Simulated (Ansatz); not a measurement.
A geometry of Ti away from equilibrium: step 2 of the relaxation of a relaxed Ti cell, doubled along one cell vector, shaken by Gaussian noise of σ = 0.08 Å a coordinate. Calculation: r2SCAN (plane waves to 500 eV, PAW, scalar-relativistic; Ansatz, a first-principles code). Γ-centred k-mesh 14×7×14 on the run's cell (coarser than for final values), Fermi–Dirac smearing 0.05 eV.

```xyz
2
Lattice="-1.6569 1.6021 1.6438 3.2297 -3.2137 3.2129 1.6546 1.6046 -1.6485" Properties=species:S:1:pos:R:3:forces:R:3 pbc="T T T" free_energy=-5008.619 pressure_GPa=2.0
Ti    -0.2397     0.0046     0.2017    0.2645    0.0618   -0.0358
Ti     1.8539    -1.5751     1.4161   -0.2645   -0.0618    0.0358
```

Positions in Å, forces in eV/Å, free energy of the cell in eV (comparable only within this code, potentials and settings). Largest force: 0.27 eV/Å, on Ti1, Ti2 (atoms numbered as listed); the geometry lies 0.06 eV/atom above the end of its relaxation.

No spin polarisation in the result.

The run could not lose the symmetry of its start.
